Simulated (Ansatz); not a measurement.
A plane-wave DFT run in Ansatz 0.2.0 (scalar-relativistic PAW potentials unless the input names others): input and command.

```yaml
crystal:
  lattice:
    - [0.0, 5.0218637501, 5.0218637501]
    - [5.0218637501, 0.0, 5.0218637501]
    - [5.0218637501, 5.0218637501, 0.0]
  atoms:
    - { symbol: K, position: [0.25, 0.25, 0.25] }
    - { symbol: K, position: [0.75, 0.75, 0.75] }
    - { symbol: Mo, position: [0.0, 0.0, 0.0], spin: 1.11 }
    - { symbol: Hg, position: [0.5, 0.5, 0.5] }
    - { symbol: F, position: [0.1905786791, 0.1905786791, 0.8094213209] }
    - { symbol: F, position: [0.1905786791, 0.8094213209, 0.8094213209] }
    - { symbol: F, position: [0.8094213209, 0.8094213209, 0.1905786791] }
    - { symbol: F, position: [0.1905786791, 0.8094213209, 0.1905786791] }
    - { symbol: F, position: [0.8094213209, 0.1905786791, 0.8094213209] }
    - { symbol: F, position: [0.8094213209, 0.1905786791, 0.1905786791] }
basis:
  ecutwfc: "33.1 Ry"
  ecutrho_ratio: 9
kpoints:
  mp_grid: { grid: [6, 6, 6] }
hamiltonian:
  xc: pbe
scf:
  occupations: { method: gaussian, width: 0.1 }
output:
  forces: true
  eigenvalues: true
  stress: true
magnetization:
  spin_polarized: true
```

```bash
ansatz run input.yaml --threads 2 --pin off --max-ram 2662MiB --backend cpu --events-out ev --progress --plain --runs-dir out
```

Abridged log:
```
Basis set: ecut = 450.34844237 eV, 5577 PW (Γ), exchange–correlation on 150×150×150 points (8 copies of the dense FFT grid, shifted against one another)
Bands: 58, of which v1, the nominal top of the filled ones, is band 47 counted from 1 (46 counted from 0)
Symmetry: 48 space group operations
k-points: 16 of 216
SCF iter   1: F=—  HF=-26718.462402 eV  |F-HF|=—  |Δ(HF+E_count)|=         —  Δρ=7.20e-2 (↑7.20e-2 ↓6.40e-2) dr2=9.01e1  dr2_m=2.05e-1  M=0.080 μB ∫|m|=0.291 μB  β_m=0.30  ethr=3.10e-3  ⟨swp⟩=11.7  Hψ=9479  notcnv=0
Mixer restart at iter 1: flushing history
SCF iter   2: F=—  HF=-26709.481140 eV  |F-HF|=—  |Δ(HF+E_count)|=    8.98e0  Δρ=3.80e-2 (↑3.80e-2 ↓3.17e-2) dr2=3.80e1  dr2_m=1.07e-1  M=0.057 μB ∫|m|=0.203 μB  β_m=0.49  ethr=3.10e-3  ⟨swp⟩=4.0  Hψ=4170  notcnv=0  defer=100
SCF iter   3: F=—  HF=-26700.731845 eV  |F-HF|=—  |Δ(HF+E_count)|=    8.75e0  Δρ=3.71e-2 (↑3.71e-2 ↓1.37e-2) dr2=4.41e0  dr2_m=1.06e0  M=2.000 μB ∫|m|=2.021 μB  β_m=0.46  ethr=3.10e-3  ⟨swp⟩=7.3  Hψ=9304  notcnv=0  defer=112
SCF iter   4: F=—  HF=-26700.902653 eV  |F-HF|=—  |Δ(HF+E_count)|=   1.71e-1  Δρ=1.93e-2 (↑1.93e-2 ↓1.26e-2) dr2=6.10e-1  dr2_m=3.82e-1  M=2.000 μB ∫|m|=2.024 μB  β_m=0.55  ethr=3.10e-3  ⟨swp⟩=4.2  Hψ=4317  notcnv=0  defer=160
SCF iter   5: F=—  HF=-26701.057546 eV  |F-HF|=—  |Δ(HF+E_count)|=   1.55e-1  Δρ=4.57e-3 (↑4.57e-3 ↓3.21e-3) dr2=1.89e-1  dr2_m=1.11e-2  M=2.000 μB ∫|m|=2.046 μB  β_m=0.55  ethr=6.49e-4  ⟨swp⟩=2.1  Hψ=3660  notcnv=0  defer=161
SCF iter   6: F=—  HF=-26701.039165 eV  |F-HF|=—  |Δ(HF+E_count)|=   1.84e-2  Δρ=2.02e-3 (↑2.02e-3 ↓1.07e-3) dr2=9.84e-3  dr2_m=4.43e-3  M=2.000 μB ∫|m|=2.048 μB  β_m=0.65  ethr=2.01e-4  ⟨swp⟩=3.0  Hψ=2931  notcnv=0  defer=159
SCF iter   7: F=—  HF=-26701.042680 eV  |F-HF|=—  |Δ(HF+E_count)|=   3.51e-3  Δρ=3.34e-4 (↑3.34e-4 ↓2.40e-4) dr2=2.61e-4  dr2_m=1.35e-4  M=2.000 μB ∫|m|=2.052 μB  β_m=0.71  ethr=1.05e-5  ⟨swp⟩=2.2  Hψ=3566  notcnv=0  defer=158
SCF iter   8: F=—  HF=-26701.042818 eV  |F-HF|=—  |Δ(HF+E_count)|=   1.38e-4  Δρ=1.18e-4 (↑1.18e-4 ↓8.89e-5) dr2=1.21e-4  dr2_m=3.63e-6  M=2.000 μB ∫|m|=2.053 μB  β_m=0.63  ethr=2.77e-7  ⟨swp⟩=2.0  Hψ=3344  notcnv=0  defer=158
SCF iter   9: F=—  HF=-26701.042798 eV  |F-HF|=—  |Δ(HF+E_count)|=   2.03e-5  Δρ=2.48e-5 (↑1.88e-5 ↓2.48e-5) dr2=5.35e-6  dr2_m=5.94e-7  M=2.000 μB ∫|m|=2.053 μB  β_m=0.67  ethr=1.28e-7  ⟨swp⟩=2.3  Hψ=2926  notcnv=0  defer=158
SCF iter  10: F=—  HF=-26701.042786 eV  |F-HF|=—  |Δ(HF+E_count)|=   1.23e-5  Δρ=5.01e-6 (↑4.69e-6 ↓5.01e-6) dr2=1.59e-7  dr2_m=1.86e-8  M=2.000 μB ∫|m|=2.053 μB  β_m=0.69  ethr=5.69e-9  ⟨swp⟩=2.1  Hψ=2974  notcnv=0  defer=158
SCF iter  11: F=—  HF=-26701.042786 eV  |F-HF|=—  |Δ(HF+E_count)|=   5.09e-9  Δρ=1.54e-6 (↑1.12e-6 ↓1.54e-6) dr2=3.25e-9  dr2_m=2.99e-9  M=2.000 μB ∫|m|=2.053 μB  β_m=0.76  ethr=1.69e-10  ⟨swp⟩=2.0  Hψ=3266  notcnv=0  defer=158
SCF iter  12: F=-26701.042786 eV  HF=-26701.042786 eV  |F-HF|=8.37e-11  |Δ(HF+E_count)|=   5.06e-9  Δρ=2.77e-7 (↑1.53e-7 ↓2.77e-7) dr2=1.68e-10  dr2_m=5.29e-11  M=2.000 μB ∫|m|=2.053 μB  ethr=3.46e-12  ⟨swp⟩=15.5  Hψ=9283  notcnv=0
SCF 1 converged in 12 iterations: F = -26701.042786 eV  dr2 = 1.68e-10
SCF converged after 12 iterations
Magnetization: 2.0000 μB (48.0000 up, 46.0000 down)
Absolute magnetization: 2.0581 μB (∫|ρ↑−ρ↓|, with the PAW one-centre terms)
Spin contamination: 0.0081 ħ² per cell (⟨S²⟩ above its minimum at these occupations)
Per-site moments (μB) at R_I (Å): [(0.00281308, 1.48532892), (0.00281308, 1.48532892), (1.01172197, 0.78957463), (0.00075363, 1.28194416), (0.03579915, 0.78957463), (0.03579915, 0.78957463), (0.03579915, 0.78957463), (0.03579915, 0.78957463), (0.03579915, 0.78957463), (0.03579915, 0.78957463)]
Free energy (F): -26701.042786 eV
Harris-Foulkes:  -26701.042786 eV  (|F-HF|=8.37e-11)
Internal energy: -26700.969373 eV  (E = F + TS)
E sigma→0 (E₀):  -26701.006079 eV
Entropy (-TS):   -0.073412 eV (-7.341 meV/atom)
Fermi energy:    4.437510 eV
--- Forces (eV/Å), atoms counted from 1 ---
  atom   1  K      0.00000000     0.00000000     0.00000000
  atom   2  K      0.00000000     0.00000000     0.00000000
  atom   3  Mo     0.00000000     0.00000000     0.00000000
  atom   4  Hg     0.00000000     0.00000000     0.00000000
  atom   5  F      0.00000000     0.00000000     1.57415535
  atom   6  F     -1.57415535     0.00000000     0.00000000
  atom   7  F      0.00000000     0.00000000    -1.57415535
  atom   8  F      0.00000000     1.57415535     0.00000000
  atom   9  F      0.00000000    -1.57415535     0.00000000
  atom  10  F      1.57415535     0.00000000     0.00000000
--- Stress (GPa, compression-positive) ---
        2.620245       0.000000       0.000000
        0.000000       2.620245       0.000000
        0.000000       0.000000       2.620245
  P = ⅓ Tr σ = 2.6202 GPa (26.202 kbar)
```

Apart from outputs and empty bands, the input differs from a reference run on usual settings in basis.ecutwfc: 420 → "33.1 Ry"; basis.ecutrho_ratio: not typed → 9. The reference, at the same geometry (not necessarily relaxed), gave pressure 2.62 GPa, largest force 1.573 eV/Å, no gap on the mesh. This run converged in 12 SCF iterations (reference: 12) with an energy at zero smearing 2.44 meV/atom below the reference's, pressure 2.62 GPa, largest force 1.574 eV/Å, no gap on the mesh.